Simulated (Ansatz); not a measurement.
MoPd:
```
MoPd
1.0
    3.11971     0.00000     0.00000
    0.00000     3.11971     0.00000
    0.00000     0.00000     3.11971
Pd Mo
1 1
Cartesian
  0.00000   0.00000   0.00000
  1.55985   1.55985   1.55985
```

Relaxed with PBEsol. Special points in fractions of this cell's reciprocal vectors: Γ (0.000, 0.000, 0.000); X (0.000, 0.500, 0.000); M (0.500, 0.500, 0.000); R (0.500, 0.500, 0.500).

**Question.** List the band energies nearest the Fermi level at these points for the program Ansatz at the PBEsol level (PAW).

**Answer.** In eV from the Fermi level; about four levels below and three above (degenerate sets whole), none deeper than 8.9 eV; … stands for higher levels left out; points with the same levels are listed once.

| k | below | above |
|---|---|---|
| Γ | -3.33 -3.33 -3.33 -0.12 -0.12 | 2.32 2.32 2.32 |
| X | -2.42 -0.60 -0.60 -0.21 | 1.18 3.52 … |
| M | -4.60 -4.60 -1.78 -1.09 | 0.39 0.99 0.99 |
| R | -3.09 -3.09 -3.09 -1.72 -1.72 | 2.62 2.62 6.70 |

Space group Pm-3m (CsCl type). The start of the workflow was typed in or built on a structure type; neither database checked (COD, Materials Project) lists it. Its standing as an ambient phase is unchecked. The PBEsol relaxation kept the symmetry of its start. At this level the phase is mechanically unstable. The run is not spin-polarised. Its formation energy is positive at this level, so the cell may be metastable or incomplete. Scalar-relativistic: spin–orbit coupling is off unless named, which matters more the heavier the elements.

Potentials: the later of the program's two PAW sets.
